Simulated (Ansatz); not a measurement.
Hf (hcp, Mg type)

Space group P6₃/mmc (No. 194); a = 3.198 Å, b = 3.198 Å, c = 5.047 Å, α = 90.00°, β = 90.00°, γ = 120.00°

| atom | site | symmetry | x | y | z |
|---|---|---|---|---|---|
| Hf | 2d | -6m2 | 0.6667 | 0.3333 | 0.2500 |

Grid over V/V₀ and (c/a)/(c/a)₀, subscript 0 meaning the relaxed cell; the conventional c axis lies along z; no internal relaxation.

Method: r2SCAN (plane waves to 500 eV, PAW, scalar-relativistic; Ansatz, an electronic-structure program). k mesh 17×17×9 (Γ-centred), Fermi-Dirac smearing 0.05 eV. Compression counts positive. With partly filled bands, the response to shear is sensitive to the k mesh, so small differences along c/a are uncertain. Hf is run without spin polarisation. Hf was relaxed with its symmetry unable to fall. Spin-orbit coupling is left out, though Hf is heavy. The PAW data are Ansatz's earlier set. 

Question: Predict the P (GPa) at all points of the grid V/V₀ = 0.960, 0.973, 0.987, 1.000, 1.013, 1.027, 1.040 by (c/a)/(c/a)₀ = 0.880, 0.920, 0.960, 1.000, 1.040, 1.080, 1.120.

Answer: P (GPa), with V/V₀ across and (c/a)/(c/a)₀ down:

```tsv
(c/a)/(c/a)₀ \ V/V₀	0.960	0.973	0.987	1.000	1.013	1.027	1.040
0.880	5.7	4.0	2.3	0.8	-0.7	-2.0	-3.3
0.920	5.2	3.5	1.9	0.4	-1.1	-2.4	-3.7
0.960	4.9	3.2	1.6	0.1	-1.3	-2.7	-4.0
1.000	4.8	3.1	1.5	0.0	-1.4	-2.8	-4.1
1.040	4.8	3.1	1.5	0.0	-1.4	-2.8	-4.1
1.080	4.8	3.1	1.5	0.0	-1.5	-2.8	-4.1
1.120	4.8	3.1	1.5	0.0	-1.4	-2.7	-4.0
```

(Under strain, the slope of the energy per volume gives the stress and its curvature an elastic modulus.)
